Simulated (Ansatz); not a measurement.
Theory: DFT PBE, scalar-relativistic, plane waves, PAW (Ansatz). Cutoff 420 eV, Γ-centred meshes of about 0.25 Å⁻¹ or finer for metals and 0.3 Å⁻¹ for insulators (2π included), Gaussian smearing. Collinear spin where magnetic atoms keep a moment.

Temperature and zero-point effects are left out.

Two relaxed structures of FePb2O4:

A. (ferromagnetic moments up to 2.7 μB)

```xyz
7
Lattice="5.9184 0.0000 0.0000 0.0000 5.9184 0.0000 0.0000 0.0000 3.6639" Properties=species:S:1:pos:R:3 pbc="T T T"
Fe    0.0000    0.0000    0.0000
Pb    0.0000    2.9592    1.8320
Pb    2.9592    0.0000    1.8320
O     4.7086    4.7086    0.5817
O     1.2098    1.2098    0.5817
O     1.2098    4.7086    3.0822
O     4.7086    1.2098    3.0822
```

B. (ferromagnetic moments up to 3.0 μB)

```xyz
14
Lattice="0.0000 4.7978 4.7978 4.7978 0.0000 4.7978 4.7978 4.7978 0.0000" Properties=species:S:1:pos:R:3 pbc="T T T"
Fe    4.7978    4.7978    4.7978
Fe    7.1967    7.1967    7.1967
Pb    3.5984    3.5984    1.1995
Pb    1.1995    1.1995    1.1995
Pb    3.5984    1.1995    3.5984
Pb    1.1995    3.5984    3.5984
O     3.7340    5.8617    5.8617
O     5.8617    5.8617    3.7340
O     5.8617    3.7340    5.8617
O     3.7340    3.7340    3.7340
O     6.1329    6.1329    8.2606
O     6.1329    8.2606    6.1329
O     8.2606    6.1329    6.1329
O     8.2606    8.2606    8.2606
```

Problem. Which form is favoured at zero pressure, and by what margin per atom?

Solution. A is lower, by 73 meV/atom. A has space group P-42m (No. 111), 18.3 Å³/atom and no gap on its mesh; B has space group Fd-3m (No. 227), 15.8 Å³/atom and no gap. Counting O atoms around Fe and Pb (those within 1.25 times the shortest such distance or 1.15 times the sum of covalent radii; the shortest distance is added where it exceeds 1.18 times the sum of covalent radii), A has Fe 4, Pb 4 and B has Fe 4, Pb 6 from 2.5 Å. The lower one is the more open, so pressure narrows the difference. In A, around Fe lie 4 O at 1.81 Å; Pb has 4 O at 2.47 Å; O is surrounded by 1 Fe at 1.81 Å and 2 Pb at 2.47 Å. In B, Fe has 4 O at 1.84 Å; Pb is surrounded by 6 O at 2.54 Å; O is surrounded by 1 Fe at 1.84 Å and 3 Pb at 2.54 Å. Both come from trial cells of a structure search, whose lowest cell (K2NiF4 type, I4/mmm, 13.9 Å³/atom) lies 60 meV/atom below the lower of the two.

These runs have no spin–orbit coupling, which can matter for Pb. No Hubbard U is applied to the open shell of Fe. The magnetic state reached may not be the lowest. In such compounds a missing gap is often an artefact of a semilocal functional without U, since the open shell pins the Fermi level. Cells relaxed within their symmetry can be saddle points. Some types were kept out of the candidates beforehand, so the set may lack a known form.
